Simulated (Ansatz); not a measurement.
YCu (CsCl type, Pm-3m) under volume change, r²SCAN in the plane-wave PAW code Ansatz, scaled uniformly.

| V (Å³/atom) | E − E(relaxed) (meV/atom) | P (GPa) |
|---|---|---|
| 18.895 | [?] | [?] |
| 19.518 | [?] | [?] |
| 20.141 | 4.6 | 2.43 |
| 20.764 | 0.0 | 0.00 |
| 21.387 | 4.2 | -2.10 |
| 22.009 | 15.9 | -3.90 |
| 22.632 | 34.2 | -5.45 |

Q: What belongs in the gaps?

A: 
- 19.518, E − E(relaxed) (meV/atom): 19.4
- 19.518, P (GPa): 5.25
- 18.895, E − E(relaxed) (meV/atom): 46.0
- 18.895, P (GPa): 8.53

Q: What does a third-order Birch–Murnaghan fit give for V₀, B₀ and B′?

A: V₀ = 20.76 Å³/atom, B₀ = 75.0 GPa, B′ = 4.0.

The first step of the workflow began from a Materials Project structure, measured or hypothetical; the Crystallography Open Database copy checked does not list it. With Y and Cu taken as one species the cell has the higher symmetry Im-3m, so it may be an ordered model of a mixed-site phase. Whether it is the stable phase at ambient conditions was not checked. The cell was relaxed with r²SCAN under the symmetry of its start; of distortions, only those at the zone centre were tested. No spin polarisation was allowed. Scalar-relativistic: spin–orbit coupling is off unless named, which matters more the heavier the elements.

Potentials: the later of the program's two PAW sets.
